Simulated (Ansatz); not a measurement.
One crystal and one scan (energy over volume and axial ratio) at two levels, PBE (plane waves to 420 eV, PAW, scalar-relativistic; Ansatz, a quantum-chemistry and plane-wave program) and r2SCAN (plane waves to 500 eV, PAW, scalar-relativistic; Ansatz), each from its own relaxed cell and on its own mesh. The cell shown is that of PBE.

Cr (bcc, W type)

```xyz
1
Lattice="-1.4240 1.4240 1.4240 1.4240 -1.4240 1.4240 1.4240 1.4240 -1.4240" Properties=species:S:1:pos:R:3 pbc="T T T"
Cr     0.0000     0.0000     0.0000
```

The relaxed cell is deformed in two ways at once: its volume V is scaled, and at that volume it is stretched along z (the c axis of the conventional cell) so that c/a changes. Fractional atomic positions are held.

Energies are smeared free energies. Cr is run without spin polarisation. Cr was relaxed with its symmetry unable to fall. Real Cr orders magnetically; this run has no moments, which shifts volume and moduli. With partly filled bands, the response to shear is sensitive to the k mesh, so small differences along c/a are uncertain. Percentages come from the unrounded values. Both scans cover V/V₀ from 0.960 to 1.040 and (c/a)/(c/a)₀ from 0.960 to 1.040.

```json
[
 {"quantity": "Lattice constant a (Å)", "PBE": "2.848", "r2SCAN": "2.829", "PBE − r2SCAN": "+0.019 (+0.7 %)"},
 {"quantity": "Shear modulus C′ = (C11 − C12)/2 (fit, atoms clamped) (GPa)", "PBE": "176", "r2SCAN": "198", "PBE − r2SCAN": "-22 (-11 %)"}
]
```

PBE gives the higher value for: lattice constant a. PBE gives the lower value for: shear modulus C′. Neither level is exact: the differences show how much the result hangs on the functional.

(A scan under strain: stresses follow from slopes of the energy per volume, elastic moduli from its curvatures.)
